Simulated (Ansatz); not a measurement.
According to DFT-PBE in the program Ansatz with PAW potentials, Si2Ni in the fluorite or antifluorite type structure (Fm-3m) relaxes to a = 5.445 Å. Ni has 8 nearest neighbours from 2.36 Å (cubic). Its formation energy from the elements is -0.35 eV/atom, with no fitted shifts.

Electronic character: metallic (no gap).

Symmetry was held in the PBE relaxation. The run is not spin-polarised. The references are the lowest solids computed at this level, not always the standard phases.

Potentials: the later of the program's two PAW sets.
